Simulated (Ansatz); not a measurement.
LaZn$_{5}$ in space group P6/mmm (No. 191; La on 1a, Zn on 2c, Zn on 3g) under volume change, plane-wave PAW r²SCAN (Ansatz code), shape and atoms relaxed at each volume.

```json
[
 {"V (Å³/atom)": "16.245", "E − E(relaxed) (meV/atom)": "___", "P (GPa)": "___"},
 {"V (Å³/atom)": "16.780", "E − E(relaxed) (meV/atom)": "18.1", "P (GPa)": "5.75"},
 {"V (Å³/atom)": "17.316", "E − E(relaxed) (meV/atom)": "4.3", "P (GPa)": "2.63"},
 {"V (Å³/atom)": "17.851", "E − E(relaxed) (meV/atom)": "0.0", "P (GPa)": "0.00"},
 {"V (Å³/atom)": "18.387", "E − E(relaxed) (meV/atom)": "___", "P (GPa)": "___"},
 {"V (Å³/atom)": "18.922", "E − E(relaxed) (meV/atom)": "14.4", "P (GPa)": "-4.05"},
 {"V (Å³/atom)": "19.458", "E − E(relaxed) (meV/atom)": "30.6", "P (GPa)": "-5.60"}
]
```

Problem. Complete the blanks.

Solution. 
- 16.245, E − E(relaxed) (meV/atom): 43.4
- 16.245, P (GPa): 9.46
- 18.387, E − E(relaxed) (meV/atom): 3.8
- 18.387, P (GPa): -2.21

Problem. What does a third-order Birch–Murnaghan fit give for V₀, B₀ and B′?

Solution. V₀ = 17.85 Å³/atom, B₀ = 80.0 GPa, B′ = 4.8.

The workflow started from an entry of the Crystallography Open Database (COD, 296 K). Whether it is the stable phase at ambient conditions was not checked. The r²SCAN relaxation kept the symmetry of its start; its stability against distortions is not shown here. Scalar-relativistic: spin–orbit coupling is off unless named, which matters more the heavier the elements.

Potentials: the later of the program's two PAW sets.
